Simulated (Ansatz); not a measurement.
SrGaGeH:
```yaml
crystal:
  lattice:
    - [4.19852, 0.00000, 0.00000]
    - [-2.09926, 3.63603, 0.00000]
    - [0.00000, 0.00000, 4.86017]
  atoms:
    - { symbol: Sr, position: [0.33333, 0.66667, 0.99845] }
    - { symbol: Ga, position: [0.66667, 0.33333, 0.55582] }
    - { symbol: Ge, position: [0.00000, 0.00000, 0.43646] }
    - { symbol: H, position: [0.66667, 0.33333, 0.91489] }
```

Tensor components refer to the Cartesian frame of this cell.

**Question.** Give the proper piezoelectric stress tensor with relaxed ions from PBEsol in the plane-wave PAW code Ansatz.

**Answer.** In C/m², rows x, y, z, Voigt columns; mesh uncertainty up to 0.02.
```
 0.00   0.00   0.00   0.00  -0.21  -0.21
-0.21   0.21   0.00  -0.21   0.00   0.00
 0.31   0.31   0.06   0.00   0.00   0.00
```

The elastic tensor of the same run (GPa):

```
  142   33.0   22.5   16.1    0.0    0.0
 33.0    142   22.5  -16.1    0.0    0.0
 22.5   22.5   65.4    0.0    0.0    0.0
 16.1  -16.1    0.0   42.3    0.0    0.0
  0.0    0.0    0.0    0.0   42.3   16.1
  0.0    0.0    0.0    0.0   16.1   54.5
```

**Question.** Convert to strain constants d = e·S.

**Answer.** In pC/N:
```
 0.0   0.0   0.0   0.0  -3.9  -2.7
-1.3   1.3   0.0  -3.9   0.0   0.0
 1.8   1.8  -0.3   0.0   0.0   0.0
```

Space group P3m1. The workflow started from a Materials Project entry (that database holds measured and hypothetical structures alike); the Crystallography Open Database files this formula in space group No. 156, but the cells were not matched. Its standing as an ambient phase is unchecked. The PBEsol relaxation kept the symmetry of its start; its stability against distortions is not shown here. Signs of piezoelectric constants follow the polarity of the cell as given.

Potentials: the later of the program's two PAW sets.
